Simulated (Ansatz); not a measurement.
Stackings of close-packed layers of Be (one atom a layer), each relaxed to a stress under 0.05 GPa; h and k mark layers whose two neighbours have the same or different letters; energies count from the stacking AB (P6_3/mmc).

Theory: DFT r2SCAN, scalar-relativistic, plane waves, PAW in Ansatz.

Cutoff 500 eV; k points 21×21×4 on the computed 6-atom cell (Γ-centred); Gaussian smearing, width 0.10 eV; no spin polarisation.

Start (ABCACB (hkkhkk)):

```
Be
1.0
     2.26164    0.00000    0.00000
    -1.13082    1.95864    0.00000
     0.00000    0.00000   10.70809
Be
6
Direct
  0.00000 0.00000 0.00000
  0.33333 0.66667 0.16667
  0.66667 0.33333 0.33333
  0.00000 0.00000 0.50000
  0.66667 0.33333 0.66667
  0.33333 0.66667 0.83333
```

Problem. What does the relaxation give?

Solution. The free energy falls by 2 meV/atom.

| Item | Value |
| --- | --- |
| excess energy (meV/atom) | 47.3 |
| spacing of like layers (Å) | 1.803 |
| a (Å) | 2.248 |
| gap on the mesh (eV) | 0 |

Relaxed structure:
```xyz
6
Lattice="2.2477 0.0000 0.0000 -1.1239 1.9466 0.0000 0.0000 0.0000 10.8202" Properties=species:S:1:pos:R:3 pbc="T T T"
Be    0.0000    0.0000    0.0000
Be    0.0000    1.2977    1.7911
Be    1.1239    0.6489    3.6190
Be    0.0000    0.0000    5.4101
Be    1.1239    0.6489    7.2012
Be    0.0000    1.2977    9.0291
```

Small energy differences in metals hang on the k mesh (about 10 mJ/m² or 1 to 2 meV/atom on the mesh of the relaxation).

It took 36 s on 1 thread of AMD EPYC 7R13 Processor (Zen 3), with other jobs on the host, peak memory 0.63 GiB.